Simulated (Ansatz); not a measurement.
# Computed properties of Sc

```
Sc
1.0
     0.00000    2.27050    2.27050
     2.27050    0.00000    2.27050
     2.27050    2.27050    0.00000
Sc
1
Direct
  0.00000 0.00000 0.00000
```

The conventional cell has a = 4.541 Å, b = 4.541 Å, c = 4.541 Å, α = 90.00°, β = 90.00°, γ = 90.00°. Sc (atom 1) is surrounded by 12 Sc at 3.21 Å.

The cell is COD entry 9008483, as deposited and not checked against the literature; nothing was relaxed.

Spin polarisation is left out, and whether a magnetic state lies lower isn't shown here.

Computed with DFT, PBEsol, all-electron LAPW, scalar-relativistic in Ansatz 0.2.0.

Settings: a Γ-centred 12×12×12 k mesh, Fermi–Dirac smearing of 0.03 eV, basis error target 0.25 meV/atom, no spin polarisation.

```
Pressure at this cell : 0.47 GPa
Volume per atom       : 23.41 Å³
```

(1) Predict this quantity. Density of states at the Fermi level (0.2 eV bin).

(2) Give the computed value. Band gap.

## Answers

(1) 1.90 states/eV per cell.

(2) none: with an odd electron count and no spin polarisation the bands can't all be full, a metal in this set-up (spin order or a larger cell could open a gap).
